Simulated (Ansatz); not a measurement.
Values for one crystal, relaxed and computed with the program Ansatz at the r²SCAN level (PAW); other levels are named.

| Item | Value |
|---|---|
| Volume per atom | 17.63 Å³ |
| Band gap | 3.47 eV (indirect) |
| Smallest direct gap on the standard path | 4.64 eV |
| Formation energy from the elements (no fitted shifts) | -1.67 eV/atom |
| Conduction-band minimum | at X (3 equivalent valleys) |
| Valence-band maximum | at Γ |

### Question
Pick the material that matches.
A. WS2, P6_3/mmc (W on 2c, S on 4f)
B. MgO, rock salt
C. MgS, rock salt
D. MoS2, R3m (Mo on 3a, S on 3a, S on 3a)

### Answer
C, MgS, rock salt

Space group Fm-3m (rock salt). The cell was relaxed with r²SCAN under the symmetry of its start. The references are the lowest solids computed at this level, not always the standard phases.

Potentials: the earlier of the program's two PAW sets.
